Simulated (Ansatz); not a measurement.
Method: DFT PBE, scalar-relativistic, plane waves, PAW in Ansatz 0.2.0. Cutoff 420 eV, Γ-centred meshes of about 0.25 Å⁻¹ or finer for metals and 0.3 Å⁻¹ for insulators (2π included), Gaussian smearing. No spin polarisation.

Relaxed structures of Na3AlO3, with energies over the first row. Coordination counts O atoms around Al and Na (those within 1.25 times the shortest such distance or 1.15 times the sum of covalent radii; a plus sign parts nearer from farther groups; a slash parts the counts of unlike sites).

| # | form | sites | V (Å³/atom) | coordination | ΔE (meV/atom) |
| --- | --- | --- | --- | --- | --- |
| 1 | R3m | Na 9b; Al 3a; O 9b | 15.6 | Na 4, Al 3 | 0 |
| 2 | P6_3/m | Na 6h; Al 2c; O 6h | 14.8 | Na 4+1, Al 3 | 17 |

A further structure, relaxed alike:

```cif
data_structure
_symmetry_space_group_name_H-M 'C2/m'
_symmetry_Int_Tables_number 12
_cell_length_a 5.8882
_cell_length_b 12.7882
_cell_length_c 5.5199
_cell_angle_alpha 90.000
_cell_angle_beta 104.860
_cell_angle_gamma 90.000
_cell_volume 401.75
loop_
_atom_site_label
_atom_site_type_symbol
_atom_site_symmetry_multiplicity
_atom_site_Wyckoff_symbol
_atom_site_fract_x
_atom_site_fract_y
_atom_site_fract_z
_atom_site_occupancy
Na1 Na 4 h 0.00000 0.24012 0.50000 1
Na2 Na 4 i 0.23337 0.00000 0.47072 1
Na3 Na 4 g 0.00000 0.33271 0.00000 1
Al1 Al 4 g 0.50000 0.40032 0.00000 1
O1 O 8 j 0.29337 0.33328 0.76618 1
O2 O 4 i 0.85742 0.00000 0.15170 1
```

Task: Place it among the others.

Result: It is the lowest, 118 meV/atom below row 1, with space group C2/m (No. 12) and 14.3 Å³/atom. Counting O atoms around Al and Na, this cell has Na 4/4+2, Al 4 and row 1 has Na 4, Al 3. Na on a site of symmetry 2 is surrounded by 4 O at 2.29–2.33 Å and 4 Na at 2.95–3.00 Å; Na on a site of symmetry m is surrounded by 1 O at 2.28 Å, 3 O at 2.45–2.48 Å, 1 Na at 2.85 Å and 2 Al at 2.90 Å; Al is surrounded by 4 O at 1.75–1.84 Å, 1 Al at 2.55 Å and 5 Na at 2.90–3.07 Å; O on a site of symmetry 1 is surrounded by 1 Al at 1.75 Å and 5 Na at 2.29–2.62 Å; 2 more sites not described.

With atoms moved at random, the further cell (by 27 meV/atom) fell into a lower structure. Row 1 and row 2 had no clear such test and can be saddle points. Some types were kept out of the candidates beforehand, so the set may lack a known form.
